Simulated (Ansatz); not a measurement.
SnGe3:
```xyz
4
Lattice="-2.2388 2.2388 4.3184 2.2388 -2.2388 4.3184 2.2388 2.2388 -4.3184" Properties=species:S:1:pos:R:3 pbc="T T T"
Sn     0.0000     0.0000     0.0000
Ge     0.0000     2.2388     2.1592
Ge     2.2388     0.0000     2.1592
Ge     0.0000     0.0000     4.3184
```

Relaxed with PBE. Special points in fractions of this cell's reciprocal vectors: Γ (0.000, 0.000, 0.000); X (0.000, 0.000, 0.500); P (0.250, 0.250, 0.250); N (0.000, 0.500, 0.000); M (0.500, 0.500, -0.500); S (0.317, 0.683, -0.317); S0 (-0.317, 0.317, 0.317); R (-0.134, 0.134, 0.500); G (0.500, 0.500, -0.134).

Q: List the band energies nearest the Fermi level at these points for DFT-PBE in the program Ansatz with PAW potentials.

A: In eV from the Fermi level; about four levels below and three above (degenerate sets whole), none deeper than 8.9 eV; points with the same levels are listed once.

```tsv
k	below	above
Γ	-1.91 -1.91 -0.50 -0.26	2.02 2.02 5.61
X	-5.13 -5.03 -0.63 -0.17	0.09 0.36 5.07
P	-3.53 -3.53 -3.50 -3.07	3.59 3.59 3.98
N	-2.23 -1.99 -1.60 -1.52	1.05 1.43 2.25
M	-6.12 -5.24 -4.06 -4.06	2.01 2.55 2.55
S	-5.23 -2.99 -0.60 -0.07	0.09 0.54 0.96
R	-3.70 -3.59 -0.62 -0.14	0.31 0.62 3.23
```

Space group I4/mmm. The workflow started from a Materials Project entry (that database holds measured and hypothetical structures alike); the Crystallography Open Database copy checked does not list it. Whether it is the stable phase at ambient conditions was not checked. Symmetry was held in the PBE relaxation; whether a distortion lowers the energy is not shown. Its formation energy is positive at this level, so the cell may be metastable or incomplete. Scalar-relativistic: spin–orbit coupling is off unless named, which matters more the heavier the elements.

Potentials: the later of the program's two PAW sets.
